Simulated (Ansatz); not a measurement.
Here is the system:

TaSi2:
```cif
data_Si6Ta3
_chemical_formula_sum 'Ta3 Si6'
_space_group_name_H-M_alt 'P6422'
_space_group_IT_number 181
_space_group_name_Hall 'P 64 2 (0 0 2)'
_cell_length_a 4.78142
_cell_length_b 4.78142
_cell_length_c 6.55525
_cell_angle_alpha 90.000
_cell_angle_beta 90.000
_cell_angle_gamma 120.000
loop_
_atom_site_label
_atom_site_type_symbol
_atom_site_symmetry_multiplicity
_atom_site_Wyckoff_symbol
_atom_site_fract_x
_atom_site_fract_y
_atom_site_fract_z
_atom_site_occupancy
Ta1 Ta 3 c 0.50000 0.00000 0.00000 1
Si1 Si 6 i 0.15818 0.31636 0.00000 1
```

This is the r²SCAN-relaxed structure.

All from the program Ansatz at the r²SCAN level (PAW), unless another level is named. Predict the electronic character.

metallic (no gap).

Next, the formation energy from the elements (no fitted shifts)?

-0.46 eV/atom.

And the density of states at the Fermi level?

0.32 states/eV per atom (mean over ±0.08 eV).

Next, the gap with spin–orbit coupling?

none (metallic).

Space group P6_422. The workflow started from a Materials Project entry (that database holds measured and hypothetical structures alike); the Crystallography Open Database files this formula in space group No. 181, but the cells were not matched. Its standing as an ambient phase is unchecked. The r²SCAN relaxation kept the symmetry of its start; whether a distortion lowers the energy is not shown. No spin polarisation was allowed. The references are the lowest solids computed at this level, not always the standard phases. Spin–orbit coupling is left out wherever it is not named.

Potentials: the earlier of the program's two PAW sets.
